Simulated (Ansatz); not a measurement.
Re, simple cubic: geometry optimisation

Computed with Ansatz 0.2.0, DFT, BLYP, plane waves (420 eV) with PAW, scalar-relativistic. (PAW data from PBE, frozen cores regenerated.)

k-point mesh 12×12×12, Fermi-Dirac smearing 0.1 eV, no spin polarisation. Cell and atoms relax.

Starting structure:

```
Re
1.0
     2.51411    0.00000    0.00000
     0.00000    2.51411    0.00000
     0.00000    0.00000    2.51411
Re
1
Direct
  0.00000 0.00000 0.00000
```

Task: The pressure at the start is 36.2 GPa. By how much does the volume change?

Result: From 15.89 to 17.93 Å³ per atom, 12.8 %. The final cell has a = 2.617 Å.

Task: How much energy does the relaxation gain?

Result: 206.5 meV per atom.
